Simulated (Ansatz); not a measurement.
Cu Kα1 powder pattern (kinematic, no thermal factors).
2θ (°) (relative intensity): 20.48 (2), 25.59 (29), 28.26 (3), 37.20 (8), 41.66 (3), 42.84 (100), 43.39 (97), 48.43 (1), 51.05 (4), 58.45 (2), 61.72 (6), 62.61 (30), 69.18 (3), 75.52 (2), 78.10 (15), 79.24 (29), 79.62 (14), 86.63 (1)

The pattern is computed from a structure relaxed with Ansatz, DFT PBE, scalar-relativistic, plane waves, PAW. No spin polarisation. Its elements are Al, Cu.

**Question.** Give the structure.

**Answer.** Al₂Cu₃.
Space group R-3m:H (No. 166). a = 4.168 Å, b = 4.168 Å, c = 12.996 Å, α = 90.00°, β = 90.00°, γ = 120.00°
```json
{"atom": "Al", "site": "6c", "symmetry": "3m", "x": "0.0000", "y": "0.0000", "z": "0.8970"}
{"atom": "Cu", "site": "6c", "symmetry": "3m", "x": "0.3333", "y": "0.6667", "z": "0.9681"}
{"atom": "Cu", "site": "3b", "symmetry": "-3m", "x": "0.6667", "y": "0.3333", "z": "0.8333"}
```

A pattern alone doesn't exclude other cells with like lines; this is the one computed.

The cell was found from a structure generator's guess, not taken from experiment.
